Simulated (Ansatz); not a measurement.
# What DFT gives for Yb$_{2}$Cu$_{3}$Si$_{2}$

```xyz
7
Lattice="0.0000 3.9441 0.0000 4.9714 -1.9721 0.0000 1.2427 0.0000 -6.3282" Properties=species:S:1:pos:R:3 pbc="T T T"
Cu    0.0000    0.0000    0.0000
Cu    4.1189    0.0000   -5.4815
Cu    2.0952    1.9721   -0.8467
Si    1.3725    0.0000   -2.2756
Si    4.8415    1.9721   -4.0526
Yb    2.0330    1.9721   -4.2889
Yb    4.1811    0.0000   -2.0393
```

Method: r2SCAN, no spin polarisation; PAW, plane waves to 500 eV, 5×5×3 Γ-centred mesh, cold occupations (width 0.041 eV) (Ansatz 0.2.0), atoms fixed.

- Stress: The pressure is -2.6 GPa (compression positive), so with the atoms held at these fractions the cell would first shrink; the forces are large, so a full relaxation may end otherwise. The principal stresses -6.1, -1.3, -0.3 GPa differ, so its shape would change too.
- Forces: The largest is on Si4 (and as large on other atoms): 1.61 eV/Å, components (-0.22, 0.00, 1.60). It makes 132° with the line to a nearest neighbour, Si5 at 2.33 Å.
- Formation energy: -0.24 eV an atom against the elements' usual phases (free molecules for gases, crystals otherwise, with no correction for O₂ or N₂), so it is bound against them; other compounds may still compete. Relaxing would lower it.
- Electronic structure: It is a metal, with about 14 states/eV a cell as the mean within 0.25 eV of the Fermi level, mostly Yb f (77 %).

Origin: a known structure type with other elements, at an estimated volume, so it need not be a known compound. Caveats: no spin polarisation, so a magnetic state may lie lower; the k mesh is coarse if the cell is a metal; atoms or cell far from equilibrium; f levels without a U or exact exchange are poorly placed.
